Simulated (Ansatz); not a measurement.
Relaxed polymorphs of Nb. Computed with PBEsol (plane waves to 420 eV, PAW, scalar-relativistic; Ansatz, a quantum-chemistry and plane-wave program). One row is withheld; estimate it from its structure type, its coordination and the trend of the others.

```tsv
structure	coordination	E − E(first row) (eV/atom)	V (Å³/atom)
Im-3m, cI2, bcc (W type)	Nb 8 (cubic)+6	0.00	17.50
Pm-3n, cP8	–	0.12	17.95
R-3m, hR1	–	0.32	18.07
P6/mmm, hP4	–	0.27	18.02
I4₁/amd, tI4, AFLOW prototype A_tI4_141_a (A5, as in Sn)	–	0.62	18.46
Fmmm, oF8	–	0.36	18.24
Fm-3m, cF4, fcc (Cu type)	Nb 12 (cuboctahedral)	0.35	18.13
P6₃/mmc, hP2, hcp (Mg type)	Nb 6+6	___	___
```

Q: Fill in the missing entries.

A: 
- P6₃/mmc, hP2, hcp (Mg type), E − E(first row) (eV/atom): 0.31
- P6₃/mmc, hP2, hcp (Mg type), V (Å³/atom): 18.03

The withheld cell: P6₃/mmc (No. 194), hP2, hcp (Mg type); a = b = 2.833 Å, c = 5.190 Å, α = β = 90.00°, γ = 120.00°; Nb 2c (0.333, 0.667, 0.250). Coordination numbers (neighbours up to the widest gap in distance over summed covalent radii, below 1.35; n+m marks a second, longer set).

Probably no minimum, since a slightly shaken restart fell lower: P6/mmm, hP4 (by 0.27 eV/atom, to Im-3m); Fmmm, oF8 (by 0.36 eV/atom, to Im-3m); P6₃/mmc, hP2, hcp (Mg type) (by 0.31 eV/atom, to Im-3m). Each run could gain symmetry but not lose that of its start, so entries can be saddle points. From databases, or of a type measured for this composition: Im-3m, cI2, bcc (W type); Fm-3m, cF4, fcc (Cu type); the others are generated cells (placed on structure types, drawn at random, substituted or restacked) that were not matched to a known phase here. Static energies at zero pressure. No spin polarisation in the result.
